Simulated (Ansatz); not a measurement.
Given:

Relaxed MgB₂ (AlB2 type, space group P6/mmm):

```xyz
6
Lattice="6.1486 0.0000 0.0000 -1.5372 2.6624 0.0000 3.0743 0.0000 3.5275" Properties=species:S:1:pos:R:3 pbc="T T T"
Mg     0.0000     0.0000     0.0000
Mg     1.5372     2.6624     0.0000
B      6.1486     1.7750     1.7638
B      3.0743     1.7750     1.7638
B      1.5372     0.8875     1.7638
B      4.6115     0.8875     1.7638
```

A phonon eigenvector at L = (0.5, 0.0, 0.5) is frozen into this cell: atom i moves by Q times the vector below, so Q is the largest atomic displacement, in Å. The cell is held. (q is in reciprocal vectors of the primitive cell; the cell shown is doubled to hold the pattern.)

```json
[
 {"atom": "Mg1", "x": "0.500", "y": "-0.866", "z": "0.000"},
 {"atom": "Mg2", "x": "-0.500", "y": "0.866", "z": "0.000"}
]
```

Atoms not listed stay in place.

The numbers are results of PBE (plane waves to 420 eV, PAW, scalar-relativistic; Ansatz, a quantum-chemistry and plane-wave program), not measurements. k mesh 17×17×17 (Γ-centred), Fermi-Dirac smearing 0.05 eV. Energies are smeared free energies. With partly filled bands, energies and forces of such displacements shift with the k mesh and the smearing. MgB2 was relaxed with its symmetry unable to fall. ΔE is measured from the undisplaced structure.

The scan covers Q from -0.280 to 0.280 Å in 13 points.

Task: Which space group does the distorted structure have?

Result: Imma (No. 74), lowered from P6/mmm.

Task: Is this a single well or a double well?

Result: A single well with its minimum at or next to zero displacement.

Task: What is the energy change at Q = 0.280 Å?

Result: 449 meV/cell.

Task: What harmonic wavenumber does the curvature at Q = 0 give?

Result: 256 cm⁻¹.

(For displaced atoms, the force is minus the slope of the energy, and its curvature is a force constant, which sets phonon frequencies.)
